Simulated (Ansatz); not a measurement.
**Band table of ScCu**

```
Sc Cu
1.0
     3.22344    0.00000    0.00000
     0.00000    3.22344    0.00000
     0.00000    0.00000    3.25600
Sc Cu
1 1
Cartesian
  1.6117 1.6117 1.6280
  0.0000 0.0000 0.0000
```

Atom numbers follow the list: Sc1, Cu2.

The cell comes from COD entry 1523972, which wasn't checked; take it as a given geometry. The listed cell was then made from it by scaling, straining or moving an atom.

Computed with Ansatz 0.2.0, DFT, LDA, all-electron LAPW, scalar-relativistic.

Sampling and basis: a Γ-centred 11×11×11 k mesh, Fermi–Dirac smearing of 0.05 eV, basis error target 0.5 meV/atom, no spin polarisation.

Path points, in fractions of the reciprocal vectors: Γ (0.000, 0.000, 0.000), X (0.000, 0.500, 0.000), M (0.500, 0.500, 0.000), Z (0.000, 0.000, 0.500), R (0.000, 0.500, 0.500), A (0.500, 0.500, 0.500). Levels in eV from the Fermi level; bands 9 to 17, counted from the lowest band of the run. The gap is zero.

```
# k(1/Å) point b9 b10 b11 b12 b13 b14 b15 b16 b17
0.000 Γ -7.15 -3.92 -3.91 -3.05 -3.05 -3.04 0.49 0.52 3.20
0.195 - -6.98 -3.88 -3.87 -3.06 -3.05 -3.04 0.48 0.51 2.91
0.390 - -6.50 -3.78 -3.75 -3.09 -3.08 -3.02 0.34 0.44 2.33
0.585 - -5.74 -3.65 -3.59 -3.13 -3.11 -2.98 -0.29 0.36 1.80
0.780 - -4.85 -3.54 -3.43 -3.16 -3.14 -2.96 -1.37 0.29 1.44
0.975 X -4.33 -3.49 -3.28 -3.17 -3.15 -2.95 -2.09 0.26 1.31
1.170 - -4.28 -3.49 -3.47 -3.19 -3.00 -2.80 -2.10 0.39 1.36
1.364 - -4.19 -3.70 -3.36 -3.25 -3.12 -2.17 -2.13 0.72 1.21
1.559 - -4.19 -3.86 -3.32 -3.26 -3.07 -2.11 -1.32 0.90 1.07
1.754 - -4.25 -3.96 -3.38 -3.37 -2.78 -1.96 -0.37 0.48 1.16
1.949 M -4.28 -4.00 -3.40 -3.40 -2.68 -1.81 0.25 0.25 0.95
2.225 - -4.27 -3.91 -3.37 -3.32 -2.85 -2.25 -0.29 0.33 1.28
2.501 - -4.77 -3.69 -3.28 -3.21 -3.15 -3.05 -0.13 0.44 1.26
2.776 - -5.91 -3.70 -3.57 -3.17 -3.14 -3.03 0.37 0.48 1.59
3.052 - -6.82 -3.85 -3.82 -3.08 -3.06 -3.03 0.49 0.49 2.66
3.328 Γ -7.15 -3.92 -3.91 -3.05 -3.05 -3.04 0.49 0.52 3.20
3.520 - -6.99 -3.88 -3.88 -3.06 -3.06 -3.03 0.47 0.50 2.94
3.713 - -6.51 -3.78 -3.76 -3.09 -3.09 -3.00 0.31 0.41 2.40
3.906 - -5.77 -3.65 -3.61 -3.12 -3.12 -2.97 -0.37 0.32 1.89
4.099 - -4.89 -3.54 -3.46 -3.14 -3.14 -2.95 -1.45 0.25 1.54
4.292 Z -4.38 -3.50 -3.32 -3.15 -3.15 -2.94 -2.15 0.22 1.42
4.487 - -4.32 -3.51 -3.48 -3.17 -2.98 -2.82 -2.17 0.35 1.37
4.682 - -4.23 -3.70 -3.37 -3.23 -3.10 -2.20 -2.20 0.67 1.20
4.877 - -4.22 -3.86 -3.30 -3.24 -3.08 -2.18 -1.36 0.87 1.01
5.072 - -4.26 -3.96 -3.35 -3.34 -2.79 -2.02 -0.42 0.42 1.09
5.267 R -4.29 -4.00 -3.38 -3.37 -2.70 -1.86 0.18 0.20 0.87
5.462 - -4.17 -3.94 -3.39 -3.39 -2.70 -1.84 -0.08 -0.07 1.05
5.657 - -3.82 -3.81 -3.43 -3.43 -2.69 -1.79 -0.60 -0.59 1.58
5.852 - -3.66 -3.47 -3.47 -3.32 -2.69 -1.71 -1.08 -1.06 2.42
6.047 - -3.55 -3.51 -3.50 -2.86 -2.68 -1.57 -1.40 -1.37 3.40
6.242 A -3.52 -3.51 -3.51 -2.69 -2.67 -1.51 -1.48 -1.48 3.05
6.517 - -3.57 -3.50 -3.50 -2.89 -2.80 -1.84 -1.32 -1.08 3.23
6.793 - -3.65 -3.44 -3.44 -3.24 -3.19 -2.17 -1.16 -0.29 2.12
7.069 - -3.89 -3.66 -3.38 -3.34 -3.22 -2.22 -1.75 0.54 1.15
7.344 - -4.26 -3.55 -3.47 -3.21 -3.03 -2.62 -2.18 0.47 1.18
7.620 Z -4.38 -3.50 -3.32 -3.15 -3.15 -2.94 -2.15 0.22 1.42
7.894 - -4.80 -3.55 -3.47 -3.16 -3.06 -2.99 -1.40 0.36 1.47
8.168 - -5.27 -3.65 -3.42 -3.20 -3.14 -3.05 -0.22 0.51 1.34
8.443 - -5.26 -3.64 -3.42 -3.20 -3.14 -3.05 -0.16 0.51 1.30
8.717 - -4.77 -3.54 -3.46 -3.16 -3.07 -3.00 -1.32 0.39 1.37
8.991 X -4.33 -3.49 -3.28 -3.17 -3.15 -2.95 -2.09 0.26 1.31
```
